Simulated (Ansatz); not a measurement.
Relaxed-ion elastic tensor of Zr₂InN in space group P6_3/mmc (No. 194; Zr on 4f, In on 2d, N on 2a) in GPa (Voigt order), the program Ansatz at the r²SCAN level (PAW); density 7.40 g/cm³, 17.47 Å³ per atom.

```
      1     2     3     4     5     6
-  ----  ----  ----  ----  ----  ----
1   255  74.2  95.9   0.0   0.0   0.0
2  74.2   255  95.9   0.0   0.0   0.0
3  95.9  95.9   238   0.0   0.0   0.0
4   0.0   0.0   0.0  92.9   0.0   0.0
5   0.0   0.0   0.0   0.0  92.9   0.0
6   0.0   0.0   0.0   0.0   0.0  90.5
```

Problem. Is the crystal mechanically stable?

Solution. Yes: the smallest eigenvalue of C is 90.5 GPa.

Problem. Work out the Voigt, Reuss and Hill averages.

Solution. K_V = 142, K_R = 142, K_H = 142; G_V = 87.4, G_R = 86.4, G_H = 86.9 GPa.

Problem. Give Young's modulus, Poisson's ratio, Pugh's ratio and the universal anisotropy index.

Solution. E = 9KG/(3K + G) = 217 GPa; ν = 0.25; K/G = 1.64 (brittle by the Pugh limit of 1.75); A_U = 5G_V/G_R + K_V/K_R − 6 = 0.06.

Problem. Estimate the sound speeds and the Debye temperature.

Solution. v_l = √((K + 4G/3)/ρ) = 5910 m/s, v_t = √(G/ρ) = 3430 m/s, mean 3800 m/s; Θ = (h/k)(3n/4πV)^(1/3) v_m = 436 K.

Problem. Solve the Christoffel equation for the three sound speeds along x, y, z.

Solution. Eigenvalues of C_ijkl n_j n_l equal ρv². In km/s, slowest first: x 3.50, 3.54, 5.87; y 3.50, 3.54, 5.87; z 3.54, 3.54, 5.67.

Problem. How much does each axis shrink under pressure?

Solution. Linear compressibilities β_i = Σ_j S_ij (j = 1 to 3): x 2.4, y 2.4, z 2.3 per TPa.

The first step of the workflow began from a Materials Project structure, measured or hypothetical; the Crystallography Open Database copy checked does not list it. Its standing as an ambient phase is unchecked. The r²SCAN relaxation kept the symmetry of its start; whether a distortion lowers the energy is not shown. The run is not spin-polarised. As this level gives no gap, shear constants depend on the k-mesh and smearing (Fermi–Dirac, 0.1 eV here).

Potentials: the later of the program's two PAW sets.
